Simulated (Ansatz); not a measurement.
This run works on a generated trial structure, not on a known crystal.

Input and command of a plane-wave DFT calculation in Ansatz:

```yaml
crystal:
  lattice:
    - [0.0, 4.996640892, 4.996640892]
    - [4.996640892, 0.0, 4.996640892]
    - [4.996640892, 4.996640892, 0.0]
  atoms:
    - { symbol: Cd, position: [0.3959840609, 0.3959840609, 0.3959840609] }
    - { symbol: Cd, position: [0.3959840609, 0.3959840609, 0.8120478174] }
    - { symbol: Cd, position: [0.3959840609, 0.8120478174, 0.3959840609] }
    - { symbol: Cd, position: [0.8120478174, 0.3959840609, 0.3959840609] }
    - { symbol: Cd, position: [0.8540159391, 0.8540159391, 0.4379521826] }
    - { symbol: Cd, position: [0.8540159391, 0.8540159391, 0.8540159391] }
    - { symbol: Cd, position: [0.8540159391, 0.4379521826, 0.8540159391] }
    - { symbol: Cd, position: [0.4379521826, 0.8540159391, 0.8540159391] }
    - { symbol: P, position: [0.0, 0.0, 0.0] }
    - { symbol: P, position: [0.25, 0.25, 0.25] }
basis:
  ecutwfc: 420
kpoints:
  mp_grid: { grid: [6, 6, 6] }
hamiltonian:
  xc: pbe
scf:
  occupations: { method: gaussian, width: 0.1 }
output:
  forces: true
  stress: true
  eigenvalues: true
relax:
  adjacent_minimum: "off"
  f_tol: 0.01
  max_steps: 80
  cell: { stress_tol: 0.05 }
```

```bash
ansatz run input.yaml --threads 1 --pin off --max-ram 2560MiB --backend cpu --events-out ev --progress --plain --runs-dir out
```

Processor: Intel(R) Xeon(R) Platinum 8375C CPU @ 2.90GHz (Ice Lake), 1 thread, on a host shared with other jobs.

Question: How long does it run, and how much memory does it take?

Answer: About 83 s, peak memory 0.81 GiB. It solves 102 bands at 16 k points (after reduction by symmetry) with about 4957 plane waves (on the last cell), in 24 SCF iterations over 4 ionic steps.
